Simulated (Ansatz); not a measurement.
## Sc6WO12: field gradients at two levels of theory

Cell: an entry of the Crystallography Open Database (COD), ions relaxed with PBE at fixed cell.

```cif
data_Sc6WO12
_symmetry_space_group_name_H-M 'R-3:H'
_symmetry_Int_Tables_number 148
_cell_length_a 9.3258
_cell_length_b 9.3258
_cell_length_c 8.8264
_cell_angle_alpha 90.000
_cell_angle_beta 90.000
_cell_angle_gamma 120.000
loop_
_atom_site_label
_atom_site_type_symbol
_atom_site_symmetry_multiplicity
_atom_site_Wyckoff_symbol
_atom_site_fract_x
_atom_site_fract_y
_atom_site_fract_z
Sc Sc 18 f 0.7831 0.7513 0.3616
W W 3 a 0.0000 0.0000 0.0000
O8 O 18 f 0.5046 0.1504 0.4541
O14 O 18 f 0.8069 0.7835 0.6055
```

One atom of each set is listed; the run and its k-mesh use a cell of 19 atoms with edges of 6.14, 6.14, 6.14 Å.

First run. All values are calculated (Ansatz; DFT, PBE, plane waves and PAW, scalar-relativistic, 420 eV cutoff, Γ-centred 4×4×4 k-points, Fermi–Dirac smearing 0.02 eV), not measured.

```tsv
site	V_zz (10²¹ V/m²)	η
Sc	-5.21	0.52
W	11.25	0.00
O8	-1.02	0.62
O14	1.57	0.60
```

Second run. The same atoms and settings, except that the functional is r2SCAN and the cutoff is 500 eV.

**Question.** What does the second run give?

**Answer.** 

```json
{"site": "Sc", "V_zz": "-5.29", "η": "0.52", "change of V_zz": "-0.08"}
{"site": "W", "V_zz": "11.40", "η": "0.00", "change of V_zz": "+0.15"}
{"site": "O8", "V_zz": "-1.08", "η": "0.88", "change of V_zz": "-0.06"}
{"site": "O14", "V_zz": "1.73", "η": "0.55", "change of V_zz": "+0.16"}
```

The largest change of V_zz is on O14, from 1.57 to 1.73. In per cent, |V_zz| changes by +1 on Sc, +1 on W, +5 to +10 on O (all sites that start above 0.5). Where |V_zz| stays above 0.1, η moves most on O8, from 0.62 to 0.88.

Without spin–orbit coupling the gradients at and beside W can be off by some per cent, at some sites by more. The database positions were far from equilibrium, so the relaxed structure may not be the compound's real one.
For the second run: At this cell the r2SCAN pressure is -5 GPa, so with r2SCAN the cell would shrink if it were relaxed. The entry's cell may itself be off. The largest force is 0.3 eV/Å, so the atoms aren't at the calculated equilibrium and relaxing them would move these values.
